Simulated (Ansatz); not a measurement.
An ordered 6-atom cell of Ga3AsP2 on the zincblende lattice (P3m1) at its r2SCAN geometry, in Ansatz. One PBE run serves as the base. The settings are then varied one at a time, some on purpose to values that make no sense. Doubtful ones may also carry a cap on iterations. All numbers are computed, and spin polarisation is off unless an edit sets a moment.

Base input:
```yaml
crystal:
  lattice:
    - [3.9059637249, 0.0, 0.0]
    - [-1.9529818624, 3.382663812, 0.0]
    - [0.0, 0.0, 9.5621795807]
  atoms:
    - { symbol: P, position: [0.0, 0.0, 0.0030602822] }
    - { symbol: P, position: [0.3333333333, 0.6666666667, 0.3305233904] }
    - { symbol: As, position: [0.6666666667, 0.3333333333, 0.6663422598] }
    - { symbol: Ga, position: [0.3333333333, 0.6666666667, 0.0832499795] }
    - { symbol: Ga, position: [0.6666666667, 0.3333333333, 0.4103402508] }
    - { symbol: Ga, position: [0.0, 0.0, 0.7564838373] }
kpoints:
  mp_grid: { grid: [6, 6, 2] }
hamiltonian:
  xc: pbe
scf:
  occupations: { method: fixed }
  n_extra_bands: 5
output:
  forces: true
  stress: true
  eigenvalues: true
```

Base results:
```
Basis set: ecut = 420 eV, 2515 PW (Γ)
Symmetry: 6 space group operations
Space group: P3m1 (ITA 156)
k-points: 14 of 72 (time reversal used)
SCF converged after 7 iterations
Free energy (F): -17718.859516 eV
Fermi energy:    7.573369 eV
--- Forces (eV/Å), atoms counted from 1 ---
  atom   1  P       0.00000      0.00000      0.01602
  atom   2  P       0.00000      0.00000      0.00309
  atom   3  As      0.00000      0.00000    -0.03184
  atom   4  Ga      0.00000      0.00000    -0.00950
  atom   5  Ga      0.00000      0.00000    -0.03813
  atom   6  Ga      0.00000      0.00000      0.06037
--- Stress (GPa, compression-positive) ---
        2.597077       0.000000       0.000000
        0.000000       2.597077       0.000000
        0.000000       0.000000       2.500483
  P = ⅓ Tr σ = 2.5649 GPa (25.649 kbar)
```
The gap over this mesh is 1.218 eV.

Command: `ansatz run input.yaml --threads 4 --pin off --max-ram 4608MiB --backend cpu --events-out ev --progress --plain --runs-dir out`. It took 3.1 s on 4 threads of Arm Neoverse N1 (shared host); peak host memory 0.41 GiB.

Problem. What happens with this change?
```yaml
accuracy: low
```

Solution. Energy, stress and gap stay within 1 meV an atom, 0.1 GPa and 0.005 eV of the base. The run repeats the base's digit for digit, so the setting changed nothing in it.

Problem. These lines are set or replaced. What follows?
```yaml
kpoints:
  mp_grid: { grid: [6, 6, 2], shift: [0.5, 0.5, 0.5] }
```

Solution. The free energy moves by -6.6 meV an atom, the mean stress by +0.02 GPa (single components by up to 0.3) and the gap on the mesh by +0.315 eV (to 1.533). The mesh breaks the crystal's symmetry, so the stress, and any force that symmetry no longer fixes, lose it too. The gap changes mostly because other points are sampled; a mesh that misses a band edge overestimates it.
```
Warning: crystal.symmetry: narrowed to the stabiliser of the k-point mesh — unitary ops 6 → 2 […]
Symmetry: 2 space group operations
k-points: 21 of 72 (time reversal used)
SCF converged after 7 iterations
Free energy (F): -17718.899339 eV
Fermi energy:    7.469591 eV
--- Forces (eV/Å), atoms counted from 1 ---
  atom   1  P     -0.00069      0.00040      0.02127
  atom   2  P     -0.00048      0.00028      0.00962
  atom   3  As    -0.00158      0.00091    -0.02877
  atom   4  Ga      0.00077    -0.00044    -0.01509
  atom   5  Ga      0.00057    -0.00033    -0.04284
  atom   6  Ga      0.00141    -0.00081      0.05581
--- Stress (GPa, compression-positive) ---
        2.429222       0.108234       0.028993
        0.108234       2.554200      -0.016739
        0.028993      -0.016739       2.773715
  P = ⅓ Tr σ = 2.5857 GPa (25.857 kbar)
```

Problem. The input is altered as follows. How does the run end?
```yaml
accuracy: high
```

Solution. Energy, stress and gap stay within 1 meV an atom, 0.1 GPa and 0.005 eV of the base. The result hardly depends on this setting here.

Problem. These lines are set or replaced. What follows?
```yaml
basis:
  ecutwfc: 300
```

Solution. 1515 plane waves in place of 2515. The free energy moves by +83 meV an atom, the mean stress by -0.03 GPa and the gap on the mesh by +0.007 eV (to 1.225). The basis is too small: these are errors of the cutoff.
```
Warning: basis.ecutwfc = 300 eV is below the records' recommended 420 eV, and the density's cutoff is lower with it unless basis.ecutrho_ratio is high enough to keep the records' density cutoff: compare with a run at a higher cutoff
Basis set: ecut = 300 eV, 1515 PW (Γ)
SCF converged after 8 iterations
Free energy (F): -17718.360953 eV
Fermi energy:    7.567646 eV
--- Forces (eV/Å), atoms counted from 1 ---
  atom   1  P       0.00000      0.00000      0.01531
  atom   2  P       0.00000      0.00000      0.00357
  atom   3  As      0.00000      0.00000    -0.02903
  atom   4  Ga      0.00000      0.00000    -0.00960
  atom   5  Ga      0.00000      0.00000    -0.03706
  atom   6  Ga      0.00000      0.00000      0.05682
--- Stress (GPa, compression-positive) ---
        2.567604       0.000000       0.000000
        0.000000       2.567604       0.000000
        0.000000       0.000000       2.475431
  P = ⅓ Tr σ = 2.5369 GPa (25.369 kbar)
```

Problem. What happens with this change?
```yaml
basis:
  ecutwfc: 600
```

Solution. 4233 plane waves in place of 2515. The free energy moves by -1.1 meV an atom, the mean stress by 0.00 GPa and the gap on the mesh by +0.001 eV (to 1.218). The base cutoff was converged to that degree.
```
Basis set: ecut = 600 eV, 4233 PW (Γ)
SCF converged after 7 iterations
Free energy (F): -17718.866147 eV
Fermi energy:    7.572802 eV
--- Forces (eV/Å), atoms counted from 1 ---
  atom   1  P       0.00000      0.00000      0.01605
  atom   2  P       0.00000      0.00000      0.00310
  atom   3  As      0.00000      0.00000    -0.03188
  atom   4  Ga      0.00000      0.00000    -0.00952
  atom   5  Ga      0.00000      0.00000    -0.03849
  atom   6  Ga      0.00000      0.00000      0.06073
--- Stress (GPa, compression-positive) ---
        2.595655       0.000000       0.000000
        0.000000       2.595655       0.000000
        0.000000       0.000000       2.499067
  P = ⅓ Tr σ = 2.5635 GPa (25.635 kbar)
```

Problem. The input is altered as follows. How does the run end?
```yaml
scf:
  occupations: { method: gaussian, width: 0.001 }
```

Solution. Energy, stress and gap stay within 1 meV an atom, 0.1 GPa and 0.005 eV of the base. The width is small against the gap, so it doesn't matter.

Spin-orbit coupling is left out.
